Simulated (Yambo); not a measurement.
## Optical response of CaHBr

```
CaHBr
1.0
    3.82229     0.00000     0.00000
    0.00000     3.82229     0.00000
    0.00000     0.00000     7.77367
H Ca Br
2 2 2
Direct
  0.50000   0.50000   0.00000
  0.00000   0.00000   0.00000
  0.00000   0.50000   0.16350
  0.50000   0.00000   0.83650
  0.00000   0.50000   0.66872
  0.50000   0.00000   0.33128
```

Yambo, RPA with local fields on PBEsol bands; 4×4×2 mesh, 178 bands, 3 Ry local-field block, 0.2 eV broadening; field along x.

```tsv
E (eV)	Im ε	Re ε	Im ε, independent particles
0.0	0.00	4.10	0.00
0.5	0.01	4.11	0.02
1.0	0.03	4.16	0.03
1.5	0.04	4.25	0.05
2.0	0.06	4.38	0.08
2.5	0.09	4.57	0.11
3.0	0.14	4.86	0.17
3.5	0.23	5.30	0.28
4.0	0.44	6.04	0.55
4.5	1.47	7.21	1.91
5.0	4.05	8.05	5.42
5.5	6.15	5.31	7.13
6.0	5.54	3.50	5.99
6.5	6.13	2.14	6.92
7.0	5.65	1.08	6.67
7.5	3.83	0.61	4.54
8.0	3.51	0.85	4.26
8.5	3.33	0.41	4.00
9.0	2.85	0.54	3.38
9.5	2.73	0.72	3.53
10.0	2.77	0.11	3.06
10.5	2.33	0.25	2.83
11.0	2.15	0.15	2.72
11.5	1.99	-0.13	2.51
12.0	1.65	0.11	2.27
12.5	1.59	0.05	1.86
13.0	1.61	0.20	1.80
13.5	1.60	0.19	1.64
14.0	1.34	0.00	1.25
14.5	1.29	0.16	1.20
15.0	1.30	-0.07	0.81
15.5	0.83	0.00	0.61
16.0	0.79	0.06	0.56
16.5	0.71	0.04	0.42
17.0	0.43	0.23	0.36
17.5	0.53	0.34	0.42
18.0	0.55	0.38	0.40
18.5	0.42	0.34	0.31
19.0	0.32	0.47	0.30
19.5	0.30	0.62	0.36
20.0	0.38	0.69	0.40
```

Structure narrower than a few tenths of an eV can come from the finite k mesh. Convergence of the RPA response with its 4×4×2 mesh was not tested. No excitonic effects at this level.

Spin-orbit coupling is included.

Geometry relaxed with PBE+D3(BJ).
